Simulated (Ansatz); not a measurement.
A relaxed cell of Al3In2As5 is given with its symmetry left out. The cell was found from a structure generator's guess, not taken from experiment.

All numbers below come from DFT PBE, scalar-relativistic, plane waves, PAW (Ansatz 0.2.0). Cutoff 420 eV, Γ-centred mesh, Gaussian smearing, no spin polarisation.

```
CELL_PARAMETERS angstrom
-2.08533 2.08533 14.79195
2.08533 -2.08533 14.79195
2.08533 2.08533 -14.79195
ATOMIC_POSITIONS crystal
Al 0.04711 0.54711 0.50000
Al 0.45289 0.95289 0.50000
Al 0.25000 0.75000 0.50000
In 0.85148 0.35148 0.50000
In 0.64852 0.14852 0.50000
As 0.59341 0.59341 0.00000
As 0.00000 0.00000 0.00000
As 0.40659 0.40659 0.00000
As 0.79635 0.79635 0.00000
As 0.20365 0.20365 0.00000
```

Formation energies are uncorrected and refer to the elements' standard structures at the same level.

**Question.** What space group does it have?

**Answer.** I-4m2 (No. 119), with Al and In ordered on zinc blende sites. Conventional cell: a = 4.171 Å, c = 29.584 Å. Al on a site of symmetry 2mm has 4 As at 2.49–2.51 Å; Al on a site of symmetry -4m2 has 4 As at 2.50 Å; In is surrounded by 4 As at 2.65 Å; As on a site of symmetry 2mm has 2 Al at 2.49 Å and 2 In at 2.65 Å; 2 more sites not described.

**Question.** How far does it lie from the elements in energy?

**Answer.** −0.374 eV/atom. It lies below the elements, which doesn't yet make it stable against other compounds or structures.

**Question.** Is it a metal?

**Answer.** No, the gap on the 10×10×10 mesh is 0.68 eV.

The last run used a 10×10×10 mesh for its 10-atom cell and Gaussian smearing of 0.02 eV. Kohn–Sham gaps at this level usually fall short of measured ones. The reference form of As is held partly by dispersion forces, which this level lacks. A structure relaxed within its symmetry needn't be a true minimum.
